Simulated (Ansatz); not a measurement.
A relaxed cell of Ta (Im-3m (No. 229)), relaxed on a k-mesh at least as fine as the one used below. All values below come from r2SCAN (plane waves to 500 eV, PAW, scalar-relativistic; Ansatz, a first-principles code). Γ-centred k-mesh 14×14×7 on the run's cell (coarser than for final values), Fermi–Dirac smearing 0.05 eV.

```
CELL_PARAMETERS angstrom
     -1.65255     1.65255     1.65255
      1.65255    -1.65255     1.65255
      3.30510     3.30510    -3.30510
ATOMIC_POSITIONS crystal
  Ta 0.00000 0.00000 0.00000
  Ta 0.00000 0.00000 0.50000
```

The atoms are displaced by (Å):

```csv
atom,ux,uy,uz
Ta1,0.080,0.058,-0.132
Ta2,-0.089,0.005,0.066
```

**Question.** What forces (eV/Å) and pressure result?

**Answer.** 
```tsv
atom	Fx	Fy	Fz
Ta1	-1.10	-0.85	1.44
Ta2	1.10	0.85	-1.44
```

Pressure +2.6 GPa.

**Question.** Estimate the energy cost of the displacement in the harmonic approximation and compare with the calculation.

**Answer.** For a harmonic well ΔE = −½ Σ F·u = 0.258 eV a cell, or 129 meV/atom. The calculated energy relative to the undisplaced cell is +0.13 eV/atom, so the harmonic estimate holds well.

No spin polarisation in the result.

The run that gave the undisplaced cell could not lose the symmetry of its start; a randomly shaken copy of 2 atoms returns to this structure.
